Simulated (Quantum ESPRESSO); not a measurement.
## HfZrTi2O8 (convergence and cost over cutoff and k mesh)

A calculation, not a measurement. The program is pw.x of Quantum ESPRESSO 7.5 (plane-wave density functional theory). The cell is made up: 12 atoms on a fluorite lattice, with randomly drawn elements, strain and displacements, not relaxed. PseudoDojo standard norm-conserving files (v0.5 for PBE, v0.4.1 for LDA and PBEsol) set the functional; there is no spin polarisation, spin-orbit coupling or dispersion term, and the masses in the input are unused placeholders.

The hafnium pseudopotential is less sure than the others, with forces about 3 percent (worst 6) and pressure in oxides about 1.5 GPa (worst 2.7) from a second method in checks, which no rerun with the same files tests.

Input of the run in row 2:

```
&control calculation='scf', pseudo_dir='./dojo.nc.sr.pbe.v0_5.standard.upf', outdir='./o', disk_io='low', tprnfor=.true., tstress=.true. /
&system ibrav=0, nat=12, ntyp=4, nbnd=54, ecutwfc=84.00895049, nosym=.true., tot_charge=0,
 occupations='smearing', smearing='fd', degauss=0.0018374661
/
&electrons conv_thr=7.350e-09, electron_maxstep=60, /
ATOMIC_SPECIES
Hf 1.0 Hf.upf
O 1.0 O.upf
Ti 1.0 Ti.upf
Zr 1.0 Zr.upf
CELL_PARAMETERS angstrom
4.8068 -0.0128 -0.0377
-0.0128 4.9537 -0.0021
-0.0377 -0.0021 4.9927
ATOMIC_POSITIONS angstrom
Hf 0.0937 -0.1513 0.0646
Zr -0.0281 2.5089 2.5881
Ti 2.5259 -0.0041 2.5593
Ti 2.3737 2.4324 -0.0688
O 1.0132 1.1727 1.1272
O 1.193 1.4311 3.768
O 1.4602 3.6303 1.0433
O 1.227 3.7529 3.77
O 3.4863 1.1195 1.2602
O 3.522 1.1182 3.8215
O 3.7098 3.7443 1.2688
O 3.7347 3.8259 3.6391
K_POINTS automatic
5 5 5 1 1 1
```

The same cell was run at these settings. Meshes are shifted by half a step, and differences are from the last row, which is itself not exact.

```
cutoff (eV)     k mesh  k points solved  threshold (eV)  free energy less the last row's (eV)  pressure (GPa)  largest stress difference (GPa)  largest force difference (eV/Å)  iterations  wall time (s)  k-point pools                  processor
        800  2 x 2 x 2                4           1e-04                                 1.133            5.89                            13.85                            0.138          17             22              4  Intel Xeon, 2023 or later
       1143  5 x 5 x 5               63           1e-07                                 0.003           19.55                             0.05                            0.002          22            365              4  Intel Xeon, 2023 or later
       1467  7 x 7 x 7              172           1e-07                                 0.000           19.60                             0.00                            0.000          21            834              4      AMD EPYC, Zen 5 class
```

Each pool is one process. Wall times include start-up and a band step at six k points, which weighs most on the coarsest meshes. The runs were on shared virtual cores whose load varied, so times are rough.